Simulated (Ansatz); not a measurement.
An Ansatz (a quantum-chemistry and plane-wave program) run. Input:

Ansatz 0.2 input:
```yaml
crystal:
  lattice:
    - [-4.4661702442, 4.4661702442, 3.7500664781]
    - [4.4661702442, -4.4661702442, 3.7500664781]
    - [4.4661702442, 4.4661702442, -3.7500664781]
  atoms:
    - { symbol: Rb, position: [0.5, 0.0, 0.5] }
    - { symbol: Rb, position: [0.0, 0.5, 0.5] }
    - { symbol: Sn, position: [0.5, 0.5, 0.0] }
    - { symbol: Hg, position: [0.0, 0.0, 0.0] }
    - { symbol: Te, position: [0.9068515335, 0.9068515335, 0.3386694735] }
    - { symbol: Te, position: [0.0931484665, 0.43181794, 0.0] }
    - { symbol: Te, position: [0.56818206, 0.56818206, 0.6613305265] }
    - { symbol: Te, position: [0.43181794, 0.0931484665, 0.0] }
kpoints:
  mp_grid: { grid: [5, 5, 5] }
hamiltonian:
  xc: r2scan
  pseudopotentials: { kind: paw }
scf:
  occupations: { method: fixed }
checkpoint: { read: static.run }
output: { bader: true, populations: true }
```

Output (shortened):

```
Pseudopotentials: kind: paw
Pseudopotential: Rb, paw, valence charge 9
Pseudopotential: Sn, paw, valence charge 14
Pseudopotential: Hg, paw, valence charge 20
Pseudopotential: Te, paw, valence charge 16
Functional definition: r2SCAN
Crystal: 8 atoms, lattice volume = 299.205 Å³
Basis set: ecut = 500 eV, 7617 PW (Γ), exchange–correlation on 216×216×216 points (64 copies of the dense FFT grid, shifted against one another)
Bands: 70, of which v1, the nominal top of the filled ones, is band 58 counted from 1 (57 counted from 0)
Symmetry: 8 space group operations
Space group: I-42m (ITA 121), of the structure as read, at distance tolerance 6.7e-5 Å
k-points: 18 of 125 (time reversal used)
PAW frozen core: Rb, regenerated for the run's functional
PAW frozen core: Sn, regenerated for the run's functional
PAW frozen core: Hg, regenerated for the run's functional
PAW frozen core: Te, regenerated for the run's functional
Initial density: read from a saved state, or passed on in memory by an earlier SCF of this step, an earlier step, the calling program or the single point that …
Stability of the state it starts from, as read at its close in the unpolarized treatment …
Initial wavefunctions: pseudopotential atomic-orbital guess
Eigensolver: davidson
Functional: x = r2scan, c = r2scan; τ floored in thin density (d = 2e-4 eV/Å³)
iter 1 solved again at ethr=2.79e-7 eV; its pass at ethr=3.10e-3 eV (dr2=3.23e-4 eV) is discarded
SCF iter   1: F=—  HF=-54407.410909 eV  |F-HF|=—  |Δ(HF+E_count)|=         —  Δρ=1.86e-6  dr2=9.51e-9  dr2_τ=2.11e-9  ethr=2.79e-7  ⟨swp⟩=4.0  Hψ=7405  notcnv=0  defer=180
all-band conjugate gradients solve this SCF's bands
preconditioner: auto → Resta (q_TF=auto, 2.330 Å⁻¹)
SCF iter   2: F=—  HF=-54407.411032 eV  |F-HF|=—  |Δ(HF+E_count)|=   1.23e-4  Δρ=1.05e-6  dr2=3.76e-9  dr2_τ=2.13e-9  ethr=8.20e-12  ⟨swp⟩=17.1  Hψ=8535  notcnv=0
SCF iter   3: F=-54407.411032 eV  HF=-54407.411032 eV  |F-HF|=9.68e-10  |Δ(HF+E_count)|=  9.53e-10  Δρ=6.40e-7  dr2=1.21e-9  dr2_τ=3.06e-10  ethr=3.24e-12  ⟨swp⟩=1.1  Hψ=3417  notcnv=0
SCF 1 converged in 3 iterations: F = -54407.411032 eV  dr2 = 1.21e-9
SCF converged after 3 iterations
Free energy (F): -54407.411032 eV
Harris-Foulkes:  -54407.411032 eV  (|F-HF|=9.68e-10)
Internal energy: -54407.411032 eV  (E = F + TS)
E sigma→0 (E₀):  -54407.411032 eV
Fermi energy:    6.032037 eV
--- Per-component energies (eV) ---
  E_band       = -2034.672297
  E_kinetic    = 1896.583443
  E_local      = -12442.262066  (includes V_loc(G=0)·N_el)
  E_nonlocal   = -853.708539
  E_hartree    = 6453.583913
  E_xc         = -1291.530603
  E_vxc        = -1140.585960  (∫ρ·V_xc dr)
  E_paw        = -38150.610475  (= ΣΔE_a)
  E_vpaw       = -2472.076782  (= ΣTr[D̂ρ^β])
  E_aug_tail   = 0.000241  (compensation charges beyond the density's cutoff)
  E_vtau       = 70.212168  (kinetic-family band-sum trace: ∫τ·v_τ [+ j·A + Jᵃ·Aᵃ] dr)
  E_ewald      = -10020.898904
  E_core_change = 1.431959  (= ΣΔE_core)
  E_smearing   =  0.000000  (= −TS)
  E_closure    = 0.000000  (closes the sum)
  Σ components = -54407.411032   (vs F -54407.411032, Δ=0.00e0)
  [band-id]    e_kinetic+e_local+e_nonlocal+2·e_hartree+e_vxc+e_vpaw+e_augmentation_tail+e_vtau = -2034.669670   (vs E_band -2034.672297, Δ=2.63e-3)
--- Band table (eV; the first three rows and the last of 18) ---
  k-point 0: bands = ["-110.3349", "-58.2017", "-58.1762", "-58.1762", "-30.5392", "-30.5392", "-30.5391", "-30.5384", "-30.5143", "-30.5140", "-30.5131", "-30.5131", "-30.4309", "-30.4305", "-30.4305", "-30.4303", "-30.3382", "-30.3381", "-30.3381", "-30.3378", "-30.3301", "-30.3299", "-30.3293", "-30.3293", "-21.4639", "-21.4070", "-16.0473", "-16.0473", "-16.0417", "-16.0051", "-16.0045", "-5.4358", "-5.4053", "-5.0494", "-5.0494", "-4.9247", "-4.9247", "-4.7499", "-4.3103", "-4.0592", "-4.0592", "-0.5947", "-0.2327", "-0.2327", "-0.1649", "-0.1637", "0.0705", "2.2547", "2.6477", "3.2076", "3.2076", "4.2801", "4.2801", "5.1718", "5.5164", "5.7343", "6.0182", "6.0182", "7.9883", "8.7518", "10.1362", "10.3669", "10.3669", "10.5342", "11.1791", "11.5874", "11.5874", "12.2858", "12.2858", "12.6572"]
  k-point 1: bands = ["-110.3349", "-58.2017", "-58.1762", "-58.1762", "-30.5394", "-30.5392", "-30.5389", "-30.5384", "-30.5143", "-30.5140", "-30.5132", "-30.5131", "-30.4309", "-30.4306", "-30.4305", "-30.4303", "-30.3382", "-30.3381", "-30.3381", "-30.3379", "-30.3301", "-30.3299", "-30.3294", "-30.3293", "-21.4639", "-21.4070", "-16.0473", "-16.0473", "-16.0417", "-16.0051", "-16.0045", "-5.4697", "-5.4502", "-5.0396", "-4.9504", "-4.9227", "-4.9197", "-4.7492", "-4.2864", "-4.1330", "-4.0498", "-0.5910", "-0.2611", "-0.2336", "-0.1765", "-0.1628", "0.0585", "2.1511", "2.8017", "3.1896", "3.4367", "4.2893", "4.5353", "5.1886", "5.3590", "5.6019", "5.6750", "6.0320", "8.1655", "8.5513", "9.7292", "10.4021", "10.4853", "10.7955", "10.9018", "11.6737", "11.7238", "11.8077", "12.2064", "12.6006"]
  k-point 2: bands = ["-110.3349", "-58.2017", "-58.1762", "-58.1762", "-30.5395", "-30.5392", "-30.5387", "-30.5385", "-30.5142", "-30.5140", "-30.5133", "-30.5131", "-30.4308", "-30.4307", "-30.4305", "-30.4303", "-30.3382", "-30.3381", "-30.3381", "-30.3379", "-30.3300", "-30.3297", "-30.3295", "-30.3293", "-21.4638", "-21.4071", "-16.0473", "-16.0473", "-16.0417", "-16.0051", "-16.0045", "-5.5467", "-5.4719", "-5.0255", "-4.9332", "-4.9113", "-4.7548", "-4.7460", "-4.3076", "-4.2452", "-4.0347", "-0.5674", "-0.3149", "-0.2349", "-0.1978", "-0.1614", "0.0390", "2.0391", "3.1059", "3.1559", "3.9163", "4.3266", "4.5946", "5.1441", "5.2304", "5.2549", "5.5661", "5.9756", "7.9294", "8.5846", "9.2769", "10.3817", "10.5164", "11.0255", "11.2602", "11.5373", "11.7010", "11.8566", "12.2690", "12.6267"]
  k-point 17: bands = ["-110.3349", "-58.2017", "-58.1762", "-58.1762", "-30.5397", "-30.5391", "-30.5386", "-30.5385", "-30.5141", "-30.5140", "-30.5133", "-30.5133", "-30.4307", "-30.4307", "-30.4306", "-30.4303", "-30.3382", "-30.3382", "-30.3380", "-30.3379", "-30.3298", "-30.3297", "-30.3295", "-30.3295", "-21.4637", "-21.4072", "-16.0473", "-16.0473", "-16.0417", "-16.0051", "-16.0045", "-5.5152", "-5.3344", "-5.2221", "-4.9594", "-4.9124", "-4.9041", "-4.7473", "-4.1845", "-4.1057", "-4.0636", "-0.5746", "-0.3075", "-0.3022", "-0.2249", "-0.1712", "-0.0022", "1.7760", "3.5258", "3.9294", "3.9605", "4.1766", "4.7694", "4.8990", "5.0108", "5.5662", "5.5801", "5.6953", "7.1500", "8.9890", "9.5240", "9.7750", "9.9517", "11.0097", "11.2494", "11.3432", "11.5626", "11.6057", "12.2416", "12.3241"]
  band table: 70 of 70 bands, residual norms ≤ 1.0e-3 eV
--- Löwdin populations: 8 sites ---
  site symbol       q [e]
     0     Rb      8.3181
     1     Rb      8.3181
     2     Sn     13.6169
     3     Hg     19.0372
     4     Te     16.5645
     5     Te     16.5645
     6     Te     16.5645
     7     Te     16.5645
  spilling = 0.003893 (of n_electrons = 116.000000)
--- Bader charges: 8 sites ---
  site symbol  charge [e]  shift [e]
     0     Rb      0.7932     0.0000
     1     Rb      0.7932     0.0000
     2     Sn      0.8261     0.0011
     3     Hg      0.1962     0.0000
     4     Te     -0.6522     0.0003
     5     Te     -0.6522     0.0003
     6     Te     -0.6522     0.0003
     7     Te     -0.6521     0.0003
  shift: an alarm, by how much a part of what the PAW files miss would move the charge. Where it is large, compare
  with a run on PAW files of another source; a small one proves nothing
  estimated error of the sums over rays = 5.1e-4 e
```

Cost: roughly 110 core-seconds on shared cores.

The first step of the workflow began from a Materials Project structure, measured or hypothetical; the Crystallography Open Database files this formula in space group No. 121, but the cells were not matched. Whether it is the stable phase at ambient conditions was not checked. The r²SCAN relaxation kept the symmetry of its start; its stability against distortions is not shown here. Scalar-relativistic: spin–orbit coupling is off unless named, which matters more the heavier the elements.

Potentials: the later of the program's two PAW sets.

Ansatz is a plane-wave DFT program.
